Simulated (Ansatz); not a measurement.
Ba₂ScO₃F in space group I4mm (No. 107; Pearson symbol tI14) under volume change, plane-wave PAW r²SCAN (Ansatz code), shape and atoms relaxed at each volume.

```csv
V (Å³/atom),E − E(relaxed) (meV/atom),P (GPa)
15.121,48.1,11.35
15.620,20.0,6.87
16.118,4.7,3.11
16.617,0.0,-0.01
17.115,4.1,-2.56
17.614,15.3,-4.55
18.112,31.8,-5.90
```

### Question
What does a third-order Birch–Murnaghan fit give for V₀, B₀ and B′?

### Answer
V₀ = 16.62 Å³/atom, B₀ = 91.0 GPa, B′ = 6.1.

The workflow started from a Materials Project entry (that database holds measured and hypothetical structures alike); the Crystallography Open Database copy checked does not list it. Its standing as an ambient phase is unchecked. The cell was relaxed with r²SCAN under the symmetry of its start; whether a distortion lowers the energy is not shown. The run is not spin-polarised. Spin–orbit coupling is left out wherever it is not named.

Potentials: the later of the program's two PAW sets.
